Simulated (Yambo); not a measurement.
A G0W0@PBEsol run in Yambo for HfS$_{2}$ (CdI2 type, space group P-3m1, No. 164) (6×6×2 Γ-centred k mesh, bands 3 to 200 and a 7 Ry block in the screening, 200 bands in G with the Bruneval-Gonze terminator, plasmon pole fitted at 27.2 eV) gives these matrix elements, in eV, at the band edges (Γ → L):

| state | E0 | <Vxc> | <Σx> | <Σc(E0)> | Z |
|---|---|---|---|---|---|
| valence edge | 0.000 | -13.535 | -15.897 | 1.564 | 0.782 |
| conduction edge | 1.083 | -12.378 | -7.837 | -3.856 | 0.800 |

Problem. Solve the linearised quasiparticle equation for both states, give the gap, and say how exchange and correlation each act on it.

Solution. E = E0 + Z(Σx + Σc − Vxc). Valence: 0.000 + 0.782 × (-15.897 + (1.564) − (-13.535)) = -0.62 eV. Conduction: 1.083 + 0.800 × (-7.837 + (-3.856) − (-12.378)) = 1.63 eV. The gap is 2.26 eV, against 1.08 eV in PBEsol. Replacing Vxc by bare exchange alone would open it by 6.90 eV; correlation takes back 5.42 eV of that, and Z scales what is left. Nearest settings tried, and what they do to the gap: 94 bands in W: +32 meV; 2 Ry block (35 vectors against 147): -176 meV. Not varied: bands in G, mesh. So the settings aren't converged at that level. 

Spin-orbit coupling is included.

Geometry of the Materials Project entry, not relaxed at this level; primitive cell a = 3.640 Å, b = 3.640 Å, c = 6.056 Å, α = 90.00°, β = 90.00°, γ = 120.00°.

The distance between layers or molecules is the database entry's, not relaxed here. Functionals without dispersion can leave it too large, which widens gaps and weakens the response across layers: the numbers belong to this cell.
